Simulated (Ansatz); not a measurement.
**Question.** Name crystals whose computed values (the program Ansatz at the PBEsol level (PAW)) fall in these windows: gap (eV) 4.7 to 6.0; B₀ by P(V) fit (GPa) 230 to 300; G_Hill (GPa) 190 to 230.

**Answer.** 

| crystal | gap (eV) | B₀ by P(V) fit (GPa) | G_Hill (GPa) |
|---|---|---|---|
| SiO2, rutile | 5.35 | 278 | 209 |
Others may fit too.

Not the usual ambient phase: SiO2, rutile. The cell was relaxed under the symmetry of its start.

Potentials: the later of the program's two PAW sets.
